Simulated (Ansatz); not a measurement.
## NMR crystallography of BAs with Zr replacing B: given against relaxed positions

Start: a supercell of BAs (zinc blende type, F-43m) built from a COD entry, with all atoms left at the host's positions.

```cif
data_ZrB26As27
_symmetry_space_group_name_H-M 'F-43m'
_symmetry_Int_Tables_number 216
_cell_length_a 14.3310
_cell_length_b 14.3310
_cell_length_c 14.3310
_cell_angle_alpha 90.000
_cell_angle_beta 90.000
_cell_angle_gamma 90.000
loop_
_atom_site_label
_atom_site_type_symbol
_atom_site_symmetry_multiplicity
_atom_site_Wyckoff_symbol
_atom_site_fract_x
_atom_site_fract_y
_atom_site_fract_z
Zr Zr 4 a 0.0000 0.0000 0.0000
B2 B 48 h 0.1667 0.0000 0.1667
B5 B 16 e 0.3333 0.8333 0.1667
B9 B 16 e 0.6667 0.6667 0.3333
B15 B 24 f 0.5000 0.6667 0.5000
As28 As 16 e 0.0833 0.9167 0.0833
As29 As 24 g 0.2500 0.9167 0.2500
As33 As 48 h 0.5833 0.7500 0.4167
As41 As 16 e 0.4167 0.5833 0.4167
As54 As 4 c 0.7500 0.2500 0.7500
```

One atom of each set is listed; the run and its k-mesh use a cell of 54 atoms with edges of 10.13, 10.13, 10.13 Å.

All values are calculated (Ansatz; DFT, PBE, plane waves and PAW, scalar-relativistic, 420 eV cutoff, Γ-centred 2×2×2 k-points, Fermi–Dirac smearing 0.01 eV, cell charge +1), not measured.

The largest force at the start is 13 eV/Å. Relaxing the ions at fixed cell moves them by 0.380 Å at most (atom 28, As) and 0.107 Å rms.

| site | moved (Å) | first shell before | first shell after | V_zz before (10²¹ V/m²) | η before |
| --- | --- | --- | --- | --- | --- |
| Zr | 0.000 | 4 As at 2.07 Å | 4 As at 2.45 Å | 0.00 | – |
| B2 | 0.059 | 4 As at 2.07 Å | 4 As at 2.03–2.06 Å | 0.52 | 0.14 |
| B5 | 0.008 | 4 As at 2.07 Å | 4 As at 2.06–2.08 Å | -0.047 | 0.00 |
| B9 | 0.001 | 4 As at 2.07 Å | 4 As at 2.07 Å | -0.065 | 0.00 |
| B15 | 0.004 | 4 As at 2.07 Å | 4 As at 2.06–2.07 Å | -0.036 | 0.66 |
| As28 | 0.380 | 1 Zr at 2.07 Å, 3 B at 2.07 Å | 3 B at 2.03 Å, 1 Zr at 2.45 Å | -19.18 | 0.00 |
| As29 | 0.011 | 4 B at 2.07 Å | 4 B at 2.03–2.08 Å | 2.94 | 0.12 |
| As33 | 0.011 | 4 B at 2.07 Å | 4 B at 2.06–2.07 Å | 1.10 | 0.85 |
| As41 | 0.003 | 4 B at 2.07 Å | 4 B at 2.06–2.07 Å | -0.13 | 0.00 |

Q: How do the gradients change?

A: 

| site | V_zz after | η after | change of V_zz |
| --- | --- | --- | --- |
| Zr | 0.00 | – | 0.00 |
| B2 | 0.36 | 0.24 | -0.16 |
| B5 | -0.093 | 0.00 | -0.05 |
| B9 | -0.021 | 0.00 | +0.04 |
| B15 | -0.041 | 0.29 | 0.00 |
| As28 | -16.71 | 0.00 | +2.47 |
| As29 | -1.28 | 0.24 | – |
| As33 | 1.46 | 0.86 | +0.36 |
| As41 | -0.13 | 0.00 | 0.00 |

The largest change of V_zz along a kept axis is on As28, from -19.18 to -16.71. In per cent, |V_zz| changes by -13 on As (all sites that start above 2, bar those whose gradient vanishes or changes sign or whose main axis turns by over 40°). On B2 V_xx and V_yy change places (or their axes turn by over 50°), so the two values of η hide a larger change. On As29 the largest principal value lies along another axis in the second run, so the two V_zz can't be compared directly. Other sites without a gradient aren't listed. The electronic state changes along with the positions (a gap opens), so the changes aren't those of geometry alone.

The defect repeats with the cell of 54 atoms, so it feels its images: sites between two images don't show the values beside a lone defect, and zeros or small values of η there can come from the images' arrangement. A uniform background compensates the cell's charge. Without spin–orbit coupling (the program notes it for Zr) the gradients can shift somewhat, as the gap is small.
Before: The run isn't spin-polarised, and a state with spin may lie lower. The defect cell has no gap above 0.1 eV on its mesh, so the values can hang on the smearing and the k-mesh. The cell keeps the host's lattice, where the PBE pressure is 12 GPa (in a charged cell this depends on the convention for the mean potential). The neighbours have not yet relaxed around the defect (largest force 13 eV/Å), so the values at and beside it are those of a strained start, not of the defect in a real crystal.
After: The relaxation keeps the site symmetry -43m of the start, so the impurity can't leave its site; a start off the site could end lower. With a gap of 0.6 eV on this mesh, small gradients can still move by 0.1 × 10²¹ V/m² or more as the k-mesh gets denser. The cell keeps the host's lattice, where the PBE pressure is 8 GPa (in a charged cell this depends on the convention for the mean potential).
